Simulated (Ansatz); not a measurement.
Consider the following.

SiO2:
```
SiO2
1.0
    5.03533     0.00000     0.00000
   -2.51767     4.36073     0.00000
    0.00000     0.00000     8.56589
Si O
4 8
Cartesian
  2.51767   1.45358   8.02668
  0.00000   2.90715   3.74374
  2.51767   1.45358   4.82216
  0.00000   2.90715   0.53921
 -1.03989   1.80114   0.00000
  2.95555   0.00000   4.28295
  1.47778   2.55958   0.00000
 -1.47778   2.55958   4.28295
  2.07978   0.00000   0.00000
  1.03989   1.80114   4.28295
  2.51767   1.45358   6.42442
  0.00000   2.90715   2.14147
```

This is the r²SCAN-relaxed structure.

Problem. All from r²SCAN in the plane-wave PAW code Ansatz, unless another level is named. Estimate the Born charges (a third of the trace).

Solution. Si +3.39, O -1.75 to -1.68 e.

Problem. What about the electronic dielectric constant ε∞ (DFPT)?

Solution. 2.08 (xx = yy), 2.10 (zz).

Problem. And the Bader charges?

Solution. Si +3.37, O -1.69 e.

Space group P6_322. The first step of the workflow began from a Materials Project structure, measured or hypothetical; the Crystallography Open Database copy checked does not list it. It is not the phase usual at ambient conditions (space group No. 92, 152, 154). The r²SCAN relaxation kept the symmetry of its start. At this level the phase is dynamically unstable (imaginary phonons).

Potentials: the earlier of the program's two PAW sets.
